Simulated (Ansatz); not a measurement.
Relaxed PbS (rock salt):

```
CELL_PARAMETERS angstrom
      0.00000     5.90268     5.90268
      2.95134     0.00000     2.95134
      2.95134     2.95134     0.00000
ATOMIC_POSITIONS crystal
  S  0.00000 0.00000 0.00000
  S  0.50000 0.00000 0.00000
  Pb 0.25000 0.50000 0.50000
  Pb 0.75000 0.50000 0.50000
```

Level of theory: PBEsol (plane waves to 420 eV, PAW, scalar-relativistic; Ansatz, an electronic-structure program). k mesh 4×8×8 (Γ-centred), Fermi-Dirac smearing 0.05 eV. PbS was relaxed with its symmetry unable to fall. Spin-orbit coupling is left out, though Pb is heavy.

One atom of the cell was then moved (with its periodic images), all else fixed, and the forces (eV/Å) came out as:

| atom | Fx | Fy | Fz |
|---|---|---|---|
| S1 | 0.119 | 0.160 | 0.160 |
| S2 | -0.151 | -0.193 | -0.193 |
| Pb3 | 0.032 | -0.001 | -0.001 |
| Pb4 | 0.000 | 0.034 | 0.034 |

### Question
Which atom was moved, and by which vector (Å)?

### Answer
S2, by (0.07, 0.07, 0.07), 0.12 Å in all.

(For displaced atoms, the force is minus the slope of the energy, and its curvature is a force constant, which sets phonon frequencies.)
